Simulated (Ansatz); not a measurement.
What DFT gives for YSi₂Os₂

```
Y Si Os
1.0
     0.00000    4.05755    0.00000
     4.05755    0.00000    0.00000
     2.02877    2.02877   -4.99267
Y Si Os
1 2 2
Direct
  0.00000 0.00000 0.00000
  0.37500 0.37500 0.25000
  0.62500 0.62500 0.75000
  0.75000 0.25000 0.50000
  0.25000 0.75000 0.50000
```

Method: r2SCAN, no spin polarisation; PAW, plane waves to 500 eV, 7×7×7 Γ-centred mesh, cold occupations (width 0.0805 eV) (Ansatz 0.2.0), atoms fixed.

Question: Which element gives electrons and which takes them?

Answer: Bader charges in e: Y +1.78, Si +0.58, Os -1.47. In the mean Y gives up most and Os takes most.

Question: What happens at the Fermi level?

Answer: It is a metal, with about 3 states/eV a cell as the mean within 0.25 eV of the Fermi level, mostly Os d (60 %) and Y d (19 %).

Question: Is the cell too large or too small?

Answer: The pressure is 2.5 GPa (compression positive), so with the atoms held at these fractions the cell would first expand. The principal stresses -3.5, 5.5, 5.5 GPa differ, so its shape would change too.

Question: Where is the largest force?

Answer: The largest is on Si2 (and as large on other atoms): 0.15 eV/Å, components (0.00, 0.00, -0.15). It makes 58° with the line to a nearest neighbour, Os4 at 2.38 Å.

Origin: a known structure type with other elements, at an estimated volume, so it need not be a known compound.
